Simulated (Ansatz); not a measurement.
BP:
```cif
data_B4P4
_chemical_formula_sum 'B4 P4'
_space_group_name_H-M_alt 'F-43m'
_space_group_IT_number 216
_space_group_name_Hall 'F -4 2 3'
_cell_length_a 4.52020
_cell_length_b 4.52020
_cell_length_c 4.52020
_cell_angle_alpha 90.000
_cell_angle_beta 90.000
_cell_angle_gamma 90.000
loop_
_atom_site_label
_atom_site_type_symbol
_atom_site_symmetry_multiplicity
_atom_site_Wyckoff_symbol
_atom_site_fract_x
_atom_site_fract_y
_atom_site_fract_z
_atom_site_occupancy
B1 B 4 a 0.00000 0.00000 0.00000 1
P1 P 4 c 0.25000 0.25000 0.25000 1
```
(The calculation used a cell of 2 atoms; values per cell refer to that cell.)

Relaxed with PBEsol. The program Ansatz at the PBEsol level (PAW) gives a gap of 1.11 eV.

### Question
What gap does HSE06 give on the same cell (Ansatz, PAW)?

### Answer
1.94 eV, 0.83 eV more. The hybrid was solved on a coarser mesh and at special points; its gap is the smallest among all of these.

| k | v1 PBEsol | c1 PBEsol | v1 HSE06 | c1 HSE06 |
|---|---|---|---|---|
| Γ | 0.00 | 3.38 | … | … |
| X | -4.18 | 1.21 | … | … |
| L | -1.78 | 3.79 | -1.95 | 4.81 |
| W | -5.60 | 5.22 | … | … |
| K | -3.56 | 2.02 | … | … |

### Question
Top valence (v1) and lowest conduction level (c1) in eV from each method's valence maximum (which need not be a listed point): supply the withheld HSE06 values.

### Answer

- Γ, v1 HSE06: 0.00
- Γ, c1 HSE06: 4.36
- K, v1 HSE06: -3.89
- K, c1 HSE06: 2.92
- X, v1 HSE06: -4.57
- X, c1 HSE06: 2.04
- W, v1 HSE06: -6.05
- W, c1 HSE06: 6.32

Cost on shared cores: the PBEsol run (SCF on a 11×11×11 mesh, then bands and DOS) very roughly 4 core-seconds, the HSE06 run (SCF on 8×8×8, then a few points) roughly 23 core-seconds; the tasks are unlike.

The PBEsol relaxation kept the symmetry of its start.

Potentials: the earlier of the program's two PAW sets.
